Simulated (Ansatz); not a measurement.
# Cs3Y2I9: what a change does to the field gradients

Base: a COD entry whose atoms were relaxed with PBE, the cell held.

```
Cs Y I
1.0
     8.40600    0.00000    0.00000
    -4.20300    7.27981    0.00000
     0.00000    0.00000   21.28000
Cs Y I
6 4 18
Direct
  0.00000 0.00000 0.25000
  0.00000 0.00000 0.75000
  0.33333 0.66667 0.06829
  0.66667 0.33333 0.56829
  0.33333 0.66667 0.43171
  0.66667 0.33333 0.93171
  0.66667 0.33333 0.15551
  0.33333 0.66667 0.65551
  0.66667 0.33333 0.34449
  0.33333 0.66667 0.84449
  0.50173 0.00346 0.25000
  0.49827 0.50173 0.75000
  0.99654 0.49827 0.25000
  0.49827 0.99654 0.75000
  0.50173 0.49827 0.25000
  0.00346 0.50173 0.75000
  0.83794 0.67588 0.08397
  0.16206 0.83794 0.58397
  0.32412 0.16206 0.08397
  0.16206 0.32412 0.58397
  0.83794 0.16206 0.08397
  0.67588 0.83794 0.58397
  0.32412 0.16206 0.41603
  0.16206 0.83794 0.91603
  0.83794 0.67588 0.41603
  0.67588 0.83794 0.91603
  0.83794 0.16206 0.41603
  0.16206 0.32412 0.91603
```

Sites (sets of like atoms) are named by element and the number of their first atom in this list.

Computed with Ansatz: DFT, PBE, plane waves and PAW, scalar-relativistic, 420 eV cutoff, Γ-centred 4×4×2 k-points, Fermi–Dirac smearing 0.02 eV.

Gradients in 10²¹ V/m²:

| site | atoms | V_zz base | η base | V_zz variant | η variant |
| --- | --- | --- | --- | --- | --- |
| Cs1 | 1, 2 | -1.12 | 0.00 | -1.10 | 0.55 |
| Cs3 | 3, 4, 5, 6 | 1.76 | 0.00 | 1.78 | 0.37 |
| Y | 7, 8, 9, 10 | 0.78 | 0.00 | 1.49 | 0.61 |
| I11 | 11, 14 | -14.73 | 0.67 | -14.83 | 0.67 |
| I12 | 12, 15 | -14.73 | 0.67 | -14.73 | 0.56 |
| I13 | 13, 16 | -14.73 | 0.67 | -14.79 | 0.80 |
| I17 | 17, 20, 25, 28 | 7.91 | 0.06 | 8.02 | 0.19 |
| I18 | 18, 21, 24, 27 | 7.91 | 0.06 | 6.94 | 0.21 |
| I19 | 19, 22, 23, 26 | 7.91 | 0.06 | 8.96 | 0.08 |

Question: Which change was made?
A. volume scaled by 1.01, ions at fixed fractional positions
B. xy engineering shear strain of +3 %, ions at fixed fractional positions
C. x and y stretched by 2 %, ions at fixed fractional positions
D. volume scaled by 0.96, ions at fixed fractional positions

Answer: B. It leaves 9 symmetry-distinct sites where the base has 5, which no other option does. The largest change of V_zz is on I19, from 7.91 to 8.96. The whole tensor moves most on I11, by 1.85 along its most changed direction. In per cent, |V_zz| changes by -2 to +2 on Cs, +91 on Y, -12 to +13 on I (all sites that start above 0.5). Where |V_zz| stays above 0.1, η moves most on Y, from 0.00 to 0.61.

Without spin–orbit coupling the gradients at and beside I can be off by some per cent, at some sites by more.
